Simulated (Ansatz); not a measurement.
## Rocksalt alloy of MgS and CaS (14 of 32 Mg sites exchanged), 64 atoms

All numbers below come from DFT, PBEsol, PAW, plane waves in Ansatz.

Command (of this form; memory limits and the device number are left out):

```sh
ansatz run in.yaml --threads 7 --pin off --runs-dir r --events-out ev --progress --plain
```

The input less its lattice and atoms:

```yaml
kpoints:
  mp_grid: { grid: [1, 1, 1], shift: [0.5, 0.5, 0.5] }
hamiltonian:
  xc: pbesol
scf:
  occupations: { method: fermi_dirac, width: 0.01 }
relax:
  f_tol: 0.03
  max_steps: 80
  escape_saddle: false
  adjacent_minimum: "off"
  cell: { fix: [shape] }
output:
  forces: true
  eigenvalues: true
  populations: true
```

Start:

```xyz
64
Lattice="10.7611 0.0000 0.0000 0.0000 10.7611 0.0000 0.0000 0.0000 10.7611" Properties=species:S:1:pos:R:3 pbc="T T T"
S     2.7227    0.0026    0.0005
S     2.6858   10.7476    5.3537
S     2.7018    5.3899   10.7456
S     2.6383    5.3806    5.3674
S     8.1094    0.0320   10.7446
S     8.0928    0.0188    5.3995
S     8.0682    5.3898   10.7429
S     8.0687    5.3703    5.3776
S     0.0072    2.7288    0.0107
S    10.7605    2.6862    5.4081
S    10.7550    8.0407   10.7482
S     0.0145    8.0411    5.3966
S     5.3771    2.6295   10.7374
S     5.4166    2.6737    5.3957
S     5.4080    8.0809   10.7486
S     5.3837    8.0797    5.3603
S     0.0237    0.0137    2.7011
S     0.0012    0.0206    8.0529
S    10.7506    5.4065    2.7112
S    10.7314    5.3800    8.0506
S     5.4235   10.7474    2.6988
S     5.3341    0.0003    8.0750
S     5.3668    5.4070    2.6569
S     5.3401    5.3483    8.0990
S     2.7008    2.6689    2.6718
S     2.6637    2.6797    8.1060
S     2.6670    8.0770    2.7001
S     2.6856    8.0829    8.1004
S     8.0785    2.6824    2.7143
S     8.0506    2.7095    8.0830
S     8.0845    8.0608    2.7075
S     8.0445    8.0696    8.0812
Ca    0.0110   10.7260    0.0208
Ca    5.4108    5.3805   10.7320
Ca    2.6548    2.7188   10.7388
Ca    2.6762    2.6616    5.3650
Ca    2.7407    8.0544    0.0287
Ca    2.7225    8.0637    5.4121
Ca    2.6955   10.7539    2.7134
Ca    2.7063    0.0114    8.0536
Ca    2.6966    5.3786    2.6864
Ca    8.0646    5.3683    2.6822
Ca    8.0801    5.3638    8.1035
Ca   10.7493    2.6913    8.0888
Ca    0.0184    8.0812    2.6482
Ca    5.4238    2.6771    8.0798
Mg   10.7338   10.7458    5.3645
Mg    0.0129    5.3740    0.0200
Mg   10.7602    5.3703    5.3403
Mg    5.4348    0.0354   10.7431
Mg    5.3892    0.0022    5.3857
Mg    5.3879    5.3541    5.3622
Mg    8.0694    2.7145    0.0130
Mg    8.0781    2.7169    5.4063
Mg    8.0533    8.0870   10.7226
Mg    8.0455    8.0887    5.3739
Mg    2.6912    5.4122    8.0710
Mg    8.0642   10.7441    2.7074
Mg    8.0877    0.0003    8.0673
Mg    0.0148    2.7055    2.6604
Mg   10.7458    8.0627    8.0845
Mg    5.3483    2.6824    2.6947
Mg    5.3726    8.0912    2.6540
Mg    5.3945    8.0746    8.0850
```

Steps:

```tsv
step	energy less the first (eV)	largest force component (eV/Å)	pressure (GPa)
start	0.000	1.143	1.05
1	-1.875	0.336	-0.53
2	-2.038	0.116	0.14
3	-2.051	0.008	0.02
4	-2.051	0.008	0.02
```

A structure on the way, about -1.87 eV from the start:

```
S Ca Mg
1.0
    10.81677    0.00000    0.00000
     0.00000   10.81677    0.00000
     0.00000    0.00000   10.81677
S Ca Mg
32 14 18
Direct
  0.25792 0.99994 0.00058
  0.25124 0.99993 0.50032
  0.24157 0.50081 0.99208
  0.24851 0.49859 0.50943
  0.74086 0.00097 0.99863
  0.75078 0.00014 0.50169
  0.75874 0.49949 0.00027
  0.74960 0.49892 0.50054
  0.99052 0.26035 0.01000
  0.98985 0.25080 0.48966
  0.99019 0.74055 0.99104
  0.98930 0.74923 0.51029
  0.51042 0.24033 0.00953
  0.50982 0.24898 0.48919
  0.51162 0.76018 0.00031
  0.51081 0.75012 0.50013
  0.99151 0.00907 0.25912
  0.99070 0.99073 0.74064
  0.00022 0.49057 0.25161
  0.00916 0.50991 0.74886
  0.51146 0.99879 0.25134
  0.50970 0.98946 0.74841
  0.49975 0.50056 0.25869
  0.49029 0.50896 0.74038
  0.25190 0.25076 0.25046
  0.25014 0.25735 0.74903
  0.25808 0.74972 0.24983
  0.25117 0.74018 0.75035
  0.74986 0.23994 0.24964
  0.74994 0.24229 0.75039
  0.74006 0.76017 0.25062
  0.74785 0.76078 0.75080
  0.99712 0.99912 0.99986
  0.50155 0.50066 0.99873
  0.24928 0.25038 0.99955
  0.24841 0.25067 0.50020
  0.25327 0.75084 0.99805
  0.25118 0.74829 0.50253
  0.25253 0.00076 0.25030
  0.25193 0.99806 0.75020
  0.25018 0.49919 0.25199
  0.74968 0.49892 0.25168
  0.75284 0.50197 0.74850
  0.99888 0.25096 0.74851
  0.99761 0.74935 0.25112
  0.50080 0.24833 0.74927
  0.99572 0.99920 0.49977
  0.99983 0.50012 0.00031
  0.00017 0.50048 0.49860
  0.50301 0.00226 0.99936
  0.50360 0.99918 0.49910
  0.50231 0.49875 0.49906
  0.75009 0.24930 0.00209
  0.75045 0.25065 0.49886
  0.74927 0.75199 0.99688
  0.74916 0.75164 0.49954
  0.24921 0.50143 0.74956
  0.74851 0.00050 0.25211
  0.75082 0.99939 0.74899
  0.99851 0.25015 0.24987
  0.99874 0.74882 0.74940
  0.50029 0.24750 0.24998
  0.50190 0.75227 0.24957
  0.50241 0.75095 0.75083
```

End:

```
S Ca Mg
1.0
    10.79122    0.00000    0.00000
     0.00000   10.79122    0.00000
     0.00000    0.00000   10.79122
S Ca Mg
32 14 18
Direct
  0.25775 0.00004 0.99947
  0.25207 0.99986 0.50035
  0.24191 0.49999 0.99205
  0.24794 0.49985 0.50811
  0.74247 0.00044 0.99933
  0.74921 0.00021 0.50044
  0.75759 0.49968 0.99953
  0.75175 0.49967 0.50075
  0.98950 0.25803 0.00898
  0.98892 0.25131 0.49146
  0.98921 0.74228 0.99228
  0.98878 0.74870 0.50756
  0.51028 0.24230 0.00978
  0.51140 0.24894 0.49025
  0.51072 0.75824 0.00051
  0.51176 0.75114 0.49895
  0.99156 0.00756 0.25928
  0.99222 0.99146 0.74060
  0.00039 0.49235 0.25362
  0.00803 0.50889 0.74660
  0.50942 0.99950 0.25366
  0.50851 0.99029 0.74584
  0.50048 0.50071 0.25941
  0.49274 0.50974 0.74044
  0.25284 0.24966 0.24991
  0.25049 0.25661 0.75016
  0.25895 0.74996 0.24985
  0.25228 0.74330 0.75009
  0.74859 0.24010 0.24927
  0.75033 0.24111 0.75078
  0.74167 0.75936 0.24918
  0.74841 0.75860 0.75054
  0.99433 0.00006 0.99997
  0.50200 0.50194 0.00051
  0.25007 0.25085 0.00124
  0.25033 0.25067 0.49878
  0.25182 0.74921 0.99791
  0.25212 0.74903 0.50204
  0.25368 0.00096 0.25136
  0.25201 0.99726 0.74848
  0.25050 0.49873 0.25212
  0.75028 0.49826 0.25147
  0.75171 0.50271 0.74891
  0.99806 0.25154 0.74824
  0.99570 0.74971 0.25183
  0.50279 0.24791 0.74800
  0.99148 0.99982 0.49995
  0.99762 0.50032 0.99821
  0.99740 0.50033 0.50111
  0.50630 0.99833 0.00296
  0.50739 0.99787 0.49821
  0.50454 0.50255 0.49926
  0.74967 0.24592 0.00347
  0.74997 0.24619 0.49628
  0.74840 0.75438 0.99805
  0.74905 0.75381 0.50186
  0.24880 0.50357 0.74770
  0.74740 0.00078 0.25255
  0.74830 0.99761 0.74744
  0.99309 0.25029 0.25208
  0.99510 0.74889 0.74784
  0.50562 0.24575 0.25180
  0.50474 0.75383 0.25254
  0.50437 0.75175 0.74701
```

The calculation finished and met its thresholds.

Time: 37 s of wall time on 7 threads of a Neoverse-V2 processor, on a host shared with other runs; peak host memory 2.3 GiB.

Question: How much energy did the relaxation gain, and which atom moved most?

Answer: 2.05 eV in 4 steps, from a start with small random displacements; atom 24 (S) moved 0.19 Å, the median atom 0.08 Å (drift of the whole cell removed).
